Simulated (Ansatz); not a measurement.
Input file for Ansatz (a first-principles code):

Ansatz 0.2 input:
```yaml
crystal:
  lattice:
    - [0.0, 2.0265279794, 2.0265279794]
    - [2.0265279794, 0.0, 2.0265279794]
    - [2.0265279794, 2.0265279794, 0.0]
  atoms:
    - { symbol: Ag, position: [0.0, 0.0, 0.0] }
kpoints:
  mp_grid: { grid: [36, 36, 36] }
hamiltonian:
  xc: pbesol
  pseudopotentials: { kind: paw }
scf:
  occupations: { method: fermi_dirac, width: 0.1 }
elastic: { mode: relaxed_ion, stencil: two_point, amplitude: 0.005, f_tol: 0.0005 }
```

Output (shortened):

```
Pseudopotential: Ag, paw, valence charge 19
Functional definition: PBEsol
Crystal: 1 atoms, lattice volume = 16.645 Å³
Basis set: ecut = 420 eV, 331 PW (Γ), exchange–correlation on 40×40×40 points (8 copies of the dense FFT grid, shifted against one another)
Bands: 14, of which v1, the nominal top of the filled ones, is band 10 counted from 1 (9 counted from 0)
Symmetry: 48 space group operations
Space group: Fm-3m (ITA 225), of the structure as read, at distance tolerance 2.6e-5 Å
k-points: 1240 of 46656
SCF iter   1: F=—  HF=-7522.256877 eV  |F-HF|=—  |Δ(HF+E_count)|=         —  Δρ=1.01e-2  dr2=1.58e-2  ethr=1.77e-3  ⟨swp⟩=4.6  Hψ=86076  notcnv=0
preconditioner: auto → none
SCF iter   2: F=—  HF=-7522.252403 eV  |F-HF|=—  |Δ(HF+E_count)|=   4.47e-3  Δρ=2.85e-3  dr2=1.29e-3  ethr=8.33e-5  ⟨swp⟩=1.5  Hψ=29602  notcnv=0
SCF iter   3: F=—  HF=-7522.252028 eV  |F-HF|=—  |Δ(HF+E_count)|=   3.75e-4  Δρ=8.86e-4  dr2=4.13e-5  ethr=6.81e-6  ⟨swp⟩=2.3  Hψ=23268  notcnv=0
SCF iter   4: F=—  HF=-7522.252026 eV  |F-HF|=—  |Δ(HF+E_count)|=   2.33e-6  Δρ=1.20e-4  dr2=8.32e-7  ethr=2.17e-7  ⟨swp⟩=2.0  Hψ=28610  notcnv=0
SCF iter   5: F=—  HF=-7522.252023 eV  |F-HF|=—  |Δ(HF+E_count)|=   3.17e-6  Δρ=1.21e-5  dr2=1.54e-8  ethr=4.38e-9  ⟨swp⟩=2.0  Hψ=28738  notcnv=0
SCF iter   6: F=—  HF=-7522.252023 eV  |F-HF|=—  |Δ(HF+E_count)|=   1.97e-9  Δρ=5.86e-7  dr2=4.33e-11  ethr=8.13e-11  ⟨swp⟩=2.5  Hψ=27084  notcnv=0
SCF iter   7: F=-7522.252023 eV  HF=-7522.252023 eV  |F-HF|=0.00e0  |Δ(HF+E_count)|=  2.73e-12  Δρ=1.57e-8  dr2=1.12e-14  ethr=1.00e-12  ⟨swp⟩=3.7  Hψ=72568  notcnv=0
SCF 1 converged in 7 iterations: F = -7522.252023 eV  dr2 = 1.12e-14
Crystal: 1 atoms, lattice volume = 16.562 Å³
Symmetry: 16 space group operations
k-points: 3349 of 46656
iter 1 solved again at ethr=3.83e-7 eV; its pass at ethr=3.10e-3 eV (dr2=7.29e-5 eV) is discarded
SCF iter   1: F=—  HF=-7522.251813 eV  |F-HF|=—  |Δ(HF+E_count)|=         —  Δρ=5.66e-4  dr2=5.51e-5  ethr=3.83e-7  ⟨swp⟩=2.1  Hψ=298354  notcnv=0  defer=13
preconditioner: auto → none
SCF iter   2: F=—  HF=-7522.251803 eV  |F-HF|=—  |Δ(HF+E_count)|=   9.43e-6  Δρ=3.27e-4  dr2=9.31e-6  ethr=2.90e-7  ⟨swp⟩=2.1  Hψ=65548  notcnv=0  defer=13
SCF iter   3: F=—  HF=-7522.251800 eV  |F-HF|=—  |Δ(HF+E_count)|=   3.56e-6  Δρ=9.94e-5  dr2=7.97e-7  ethr=4.90e-8  ⟨swp⟩=2.4  Hψ=71205  notcnv=0  defer=13
SCF iter   4: F=—  HF=-7522.251793 eV  |F-HF|=—  |Δ(HF+E_count)|=   6.68e-6  Δρ=1.11e-5  dr2=6.21e-9  ethr=4.19e-9  ⟨swp⟩=1.7  Hψ=66454  notcnv=0  defer=13
SCF iter   5: F=—  HF=-7522.251793 eV  |F-HF|=—  |Δ(HF+E_count)|=   1.61e-9  Δρ=4.91e-7  dr2=1.15e-11  ethr=3.27e-11  ⟨swp⟩=2.3  Hψ=78344  notcnv=0  defer=13
SCF iter   6: F=—  HF=-7522.251793 eV  |F-HF|=—  |Δ(HF+E_count)|=  7.28e-12  Δρ=7.72e-8  dr2=6.59e-13  ethr=6.06e-14 (applied; sched 1.00e-12)  ⟨swp⟩=2.2  Hψ=72017  notcnv=0  defer=494
SCF iter   7: F=-7522.251793 eV  HF=-7522.251793 eV  |F-HF|=1.82e-12  |Δ(HF+E_count)|=    0.00e0  Δρ=3.23e-9  dr2=9.00e-16  ethr=1.00e-12  ⟨swp⟩=4.0  Hψ=141109  notcnv=0
SCF 2 converged in 7 iterations: F = -7522.251793 eV  dr2 = 9.00e-16
Crystal: 1 atoms, lattice volume = 16.728 Å³
iter 1 solved again at ethr=1.53e-11 eV; its pass at ethr=3.10e-3 eV (dr2=2.91e-9 eV) is discarded
SCF iter   1: F=—  HF=-7522.251879 eV  |F-HF|=—  |Δ(HF+E_count)|=         —  Δρ=5.95e-6  dr2=3.16e-9  ethr=1.53e-11  ⟨swp⟩=3.0  Hψ=315057  notcnv=0  defer=1
preconditioner: auto → none
SCF iter   2: F=—  HF=-7522.251880 eV  |F-HF|=—  |Δ(HF+E_count)|=   1.09e-7  Δρ=2.66e-6  dr2=5.84e-10  ethr=1.53e-11  ⟨swp⟩=1.0  Hψ=46394  notcnv=0  defer=1
SCF iter   3: F=—  HF=-7522.251880 eV  |F-HF|=—  |Δ(HF+E_count)|=  2.55e-11  Δρ=7.04e-7  dr2=5.92e-11  ethr=3.07e-12  ⟨swp⟩=2.4  Hψ=73534  notcnv=0  defer=1
SCF iter   4: F=—  HF=-7522.251880 eV  |F-HF|=—  |Δ(HF+E_count)|=  1.46e-11  Δρ=1.89e-7  dr2=1.51e-12  ethr=3.12e-13 (applied; sched 1.00e-12)  ⟨swp⟩=2.1  Hψ=65115  notcnv=0  defer=365
SCF iter   5: F=-7522.251880 eV  HF=-7522.251880 eV  |F-HF|=0.00e0  |Δ(HF+E_count)|=    0.00e0  Δρ=1.47e-8  dr2=1.02e-14  ethr=1.00e-12  ⟨swp⟩=2.0  Hψ=170502  notcnv=0
SCF 3 converged in 5 iterations: F = -7522.251880 eV  dr2 = 1.02e-14
Crystal: 1 atoms, lattice volume = 16.645 Å³
Symmetry: 8 space group operations
k-points: 6346 of 46656
iter 1 solved again at ethr=8.98e-8 eV; its pass at ethr=3.10e-3 eV (dr2=1.71e-5 eV) is discarded
SCF iter   1: F=—  HF=-7522.251959 eV  |F-HF|=—  |Δ(HF+E_count)|=         —  Δρ=1.73e-4  dr2=1.54e-6  ethr=8.98e-8  ⟨swp⟩=2.0  Hψ=553274  notcnv=0  defer=14
preconditioner: auto → none
SCF iter   2: F=—  HF=-7522.251956 eV  |F-HF|=—  |Δ(HF+E_count)|=   3.14e-6  Δρ=8.01e-5  dr2=3.05e-7  ethr=8.09e-9  ⟨swp⟩=1.3  Hψ=97660  notcnv=0  defer=14
SCF iter   3: F=—  HF=-7522.251956 eV  |F-HF|=—  |Δ(HF+E_count)|=   7.74e-9  Δρ=5.30e-6  dr2=1.36e-9  ethr=1.60e-9  ⟨swp⟩=2.0  Hψ=135829  notcnv=0  defer=14
SCF iter   4: F=—  HF=-7522.251956 eV  |F-HF|=—  |Δ(HF+E_count)|=  5.71e-10  Δρ=5.43e-7  dr2=3.47e-11  ethr=7.14e-12  ⟨swp⟩=1.6  Hψ=111497  notcnv=0  defer=14
SCF iter   5: F=—  HF=-7522.251956 eV  |F-HF|=—  |Δ(HF+E_count)|=  8.19e-12  Δρ=2.43e-7  dr2=6.13e-12  ethr=1.83e-13 (applied; sched 1.00e-12)  ⟨swp⟩=2.6  Hψ=142255  notcnv=0  defer=904
SCF iter   6: F=—  HF=-7522.251956 eV  |F-HF|=—  |Δ(HF+E_count)|=  3.64e-12  Δρ=6.93e-8  dr2=4.38e-13  ethr=3.23e-14 (applied; sched 1.00e-12)  ⟨swp⟩=2.3  Hψ=126897  notcnv=0  defer=907
SCF iter   7: F=-7522.251956 eV  HF=-7522.251956 eV  |F-HF|=0.00e0  |Δ(HF+E_count)|=  1.82e-12  Δρ=1.14e-8  dr2=1.20e-14  ethr=1.00e-12  ⟨swp⟩=4.0  Hψ=262249  notcnv=0
SCF 4 converged in 7 iterations: F = -7522.251956 eV  dr2 = 1.20e-14
Crystal: 1 atoms, lattice volume = 16.645 Å³
iter 1 solved again at ethr=4.50e-12 eV; its pass at ethr=3.10e-3 eV (dr2=8.55e-10 eV) is discarded
SCF iter   1: F=—  HF=-7522.251956 eV  |F-HF|=—  |Δ(HF+E_count)|=         —  Δρ=6.49e-6  dr2=7.08e-10  ethr=4.50e-12  ⟨swp⟩=2.7  Hψ=586544  notcnv=0  defer=4
preconditioner: auto → none
SCF iter   2: F=—  HF=-7522.251956 eV  |F-HF|=—  |Δ(HF+E_count)|=   1.20e-7  Δρ=3.19e-6  dr2=1.24e-10  ethr=3.73e-12  ⟨swp⟩=2.3  Hψ=127541  notcnv=0  defer=4
SCF iter   3: F=—  HF=-7522.251956 eV  |F-HF|=—  |Δ(HF+E_count)|=  9.02e-10  Δρ=1.49e-6  dr2=3.24e-11  ethr=6.55e-13 (applied; sched 1.00e-12)  ⟨swp⟩=2.4  Hψ=131279  notcnv=0  defer=41
SCF iter   4: F=—  HF=-7522.251956 eV  |F-HF|=—  |Δ(HF+E_count)|=  2.49e-10  Δρ=1.38e-7  dr2=2.23e-13  ethr=1.70e-13 (applied; sched 1.00e-12)  ⟨swp⟩=2.6  Hψ=138301  notcnv=0  defer=901
SCF iter   5: F=-7522.251956 eV  HF=-7522.251956 eV  |F-HF|=9.09e-13  |Δ(HF+E_count)|=  3.64e-12  Δρ=3.63e-9  dr2=1.01e-15  ethr=1.00e-12  ⟨swp⟩=3.9  Hψ=253416  notcnv=0
SCF 5 converged in 5 iterations: F = -7522.251956 eV  dr2 = 1.01e-15
SCF converged after 7 iterations
Free energy (F): -7522.252023 eV
Harris-Foulkes:  -7522.252023 eV  (|F-HF|=0.00e0)
Internal energy: -7522.243151 eV  (E = F + TS)
E sigma→0 (E₀):  -7522.247587 eV
Entropy (-TS):   -0.008872 eV (-8.872 meV/atom)
Fermi energy:    17.747494 eV
--- Per-component energies (eV) ---
  E_band       = -227.521823
  E_kinetic    = 527.471374
  E_local      = -2156.175118  (includes V_loc(G=0)·N_el)
  E_nonlocal   = 82.409519
  E_hartree    = 982.167780
  E_xc         = -183.858221
  E_vxc        = -234.604961  (∫ρ·V_xc dr)
  E_paw        = -3834.409900  (= ΣΔE_a)
  E_vpaw       = -410.958500  (= ΣTr[D̂ρ^β])
  E_aug_tail   = 0.000298  (compensation charges beyond the density's cutoff)
  E_ewald      = -2940.171622
  E_core_change = 0.322739  (= ΣΔE_core)
  E_smearing   = -0.008872  (= −TS)
  E_closure    = 0.000000  (closes the sum)
  Σ components = -7522.252023   (vs F -7522.252023, Δ=0.00e0)
  [band-id]    e_kinetic+e_local+e_nonlocal+2·e_hartree+e_vxc+e_vpaw+e_augmentation_tail = -227.521827   (vs E_band -227.521823, Δ=-3.97e-6)
--- Forces (eV/Å), atoms counted from 1 ---
  atom   1  Ag     0.00000000     0.00000000     0.00000000
  max |Σ_I F_I| component: 0.0 eV/Å
--- Stress (GPa, compression-positive) ---
        0.078689       0.000000       0.000000
        0.000000       0.078689       0.000000
        0.000000       0.000000       0.078689
  P = ⅓ Tr σ = 0.0787 GPa (0.787 kbar)
--- Band table (eV; the first three rows and the last of 1240) ---
  k-point 0: bands = ["-74.1938", "-37.5981", "-37.5981", "-37.5981", "9.6977", "12.8809", "12.8809", "12.8809", "13.9783", "13.9783", "33.5983", "37.3178", "37.3178", "37.3178"]
  k-point 1: bands = ["-74.1936", "-37.5995", "-37.5983", "-37.5983", "9.7226", "12.8746", "12.8882", "12.8882", "13.9753", "13.9753", "33.6092", "37.0893", "37.3315", "37.3315"]
  k-point 2: bands = ["-74.1932", "-37.6037", "-37.5990", "-37.5990", "9.7967", "12.8565", "12.9093", "12.9093", "13.9670", "13.9670", "33.6323", "36.5091", "37.3713", "37.3713"]
  k-point 1239: bands = ["-74.1679", "-37.7194", "-37.7194", "-37.6688", "11.9322", "12.5775", "12.5775", "13.9772", "15.0352", "23.7329", "23.7329", "24.8238", "26.0271", "40.4180"]
--- Elastic constants: 2 strain directions × 2 members + reference (group order 48) ---
  dense FFT box of the reference and of every strained cell: 20×20×20
  strains applied: 11, 23; error gains: componentwise 1.00 (the most a stress slope's error grows in a printed constant), spectral 1.73 (1 for all six strains …
  C = ∂σ_k/∂η_j (tension-positive GPa; Voigt order 11 22 33 23 13 12):
       143.244    107.165    107.165      0.000      0.000      0.000
       107.165    143.244    107.165      0.000      0.000      0.000
       107.165    107.165    143.244      0.000      0.000      0.000
         0.000      0.000      0.000     51.246      0.000      0.000
         0.000      0.000      0.000      0.000     51.246      0.000
         0.000      0.000      0.000      0.000      0.000     51.246
  reference stress σ⁰ (GPa):     -0.079     -0.079     -0.079      0.000      0.000      0.000
  C* (energy form; C + prestress term) asymmetry max|C*_kj − C*_jk| = 7.105e-14 GPa — a small one proves nothing (zero by symmetry where the batch's group is …
  moduli (Voigt/Reuss/Hill, GPa): K = 119.19/119.19/119.19   G = 37.96/29.51/33.74   E = 92.49   ν = 0.371
  mechanically stable: yes (min eigenvalue of sym C = 36.08 GPa)
  where every solve meets its electron count the energy-path curvature estimates C_jj along a normal strain and C_jj − ¼(σ⁰_aa + σ⁰_bb) along a shear (ab), of …
  strain η (Voigt 11):  stress-route row diagonal C_11 = 143.24 GPa, energy-path curvature d²(F+E_count+ΔE)/dδ²/Ω₀ = 143.24 GPa
         δ    σ_11 (GPa)             F (eV)   n_scf  n_hpsi   n_pw
    -5.000e-3      -0.8058       -7522.2517932       7  833217    334   relax 0 steps, max|allowed force component| 0.00e0 eV/Å
     5.000e-3       0.6266       -7522.2518796       5  710786    342   relax 0 steps, max|allowed force component| 0.00e0 eV/Å
  strain η (Voigt 23):  stress-route row diagonal C_44 = 51.25 GPa, energy-path curvature d²(F+E_count+ΔE)/dδ²/Ω₀ = 51.26 GPa
         δ    σ_23 (GPa)             F (eV)   n_scf  n_hpsi   n_pw
    -5.000e-3      -0.2562       -7522.2519558       7  1505799    335   relax 0 steps, max|allowed force component| 0.00e0 eV/Å
     5.000e-3       0.2562       -7522.2519558       5  1313229    335   relax 0 steps, max|allowed force component| 0.00e0 eV/Å
```

Cost: roughly 8 core-minutes on shared cores.

The PBEsol relaxation kept the symmetry of its start. The run is not spin-polarised. As this level gives no gap, shear constants depend on the k-mesh and smearing (Fermi–Dirac, 0.1 eV here). Scalar-relativistic: spin–orbit coupling is off unless named, which matters more the heavier the elements.

Potentials: the later of the program's two PAW sets.

Ansatz is a plane-wave DFT program.
